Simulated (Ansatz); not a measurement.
A generated cell, not matched to a known phase here, of ReS: F-43m (No. 216), cF8, zinc blende type; a = 5.209 Å, b = 5.209 Å, c = 5.209 Å, α = 90.00°, β = 90.00°, γ = 90.00°; S 4d (0.750, 0.750, 0.750); Re 4a (0.000, 0.000, 0.000). Computed with r2SCAN (plane waves to 500 eV, PAW, scalar-relativistic; Ansatz, a first-principles code). Element references, the lowest calculated here: S (Fddd), Re (P6₃/mmc).

Total energies (eV/atom, σ → 0; comparable only within this code, potentials and settings):

```tsv
phase	E (eV/atom)
ReS (F-43m)	-5893.076
S (Fddd)	-905.816
Re (P6₃/mmc)	-10880.813
```

Question: What is the formation energy of this F-43m form of ReS from the elements?

Answer: E_f = -5893.076 − [1 × (-10880.813) + 1 × (-905.816)] / 2 = 0.24 eV/atom (0.5 eV per formula unit).

A lower structure of this composition may exist.

Static energies, no anion corrections, no zero-point energy. Values are rounded to 0.01 eV/atom. Not shown to be the ambient phase of their composition (a lower form may be missing, and a cell relaxed within its start's symmetry can be a saddle point): ReS (F-43m). Spin-orbit coupling is missing from these energies, which matters for elements this heavy. The compounds carry no spin polarisation. The relaxed primitive cell holds an odd number of electrons. A magnetic state may lie lower.
